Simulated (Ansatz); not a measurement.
# Cu2Sb: reading a single point

```xyz
6
Lattice="4.0078 0.0000 0.0000 0.0000 4.0078 0.0000 0.0000 0.0000 6.1153" Properties=species:S:1:pos:R:3 pbc="T T T"
Cu    0.0000    0.0000    0.0000
Cu    2.0039    2.0039    0.0000
Sb    2.0039    0.0000    4.2807
Sb    0.0000    2.0039    1.8346
Cu    2.0039    0.0000    1.6511
Cu    0.0000    2.0039    4.4642
```

The numbers come from plane-wave PAW DFT (Ansatz): r2SCAN, no spin polarisation, 500 eV, 8×8×6 Γ-centred k points, fermi-dirac occupations (width 0.1 eV). Nothing was relaxed.

Formation energy: 0.03 eV an atom against the elements' usual phases (free molecules for gases, crystals otherwise, with no correction for O₂ or N₂), too near zero to call. Relaxing would lower it.
Stress: The pressure is -1.7 GPa (compression positive), so with the atoms held at these fractions the cell would first shrink.
Forces: The largest is on Sb3 (and as large on other atoms): 0.23 eV/Å, components (0.00, 0.00, 0.23). It makes 180° with the line to a nearest neighbour, Cu5 at 2.63 Å, pointing away from it.
Electronic structure: It is a metal, with about 1.9 states/eV a cell as the mean within 0.25 eV of the Fermi level, mostly Sb p (57 %) and Cu d (24 %).
Contacts: Cu–Cu at 2.60 Å: least valence density 0.24 e/Å³ and ELF 0.22 there. Sb–Cu at 2.63 Å: least valence density 0.35 e/Å³ and ELF 0.35 there. These are pseudo-fields; inside the PAW spheres they differ from the all-electron ones.
Charges: Bader charges in e: Cu +0.02, Sb -0.04. In the mean Cu gives up most and Sb takes most.

Origin: a database entry at a rescaled volume.
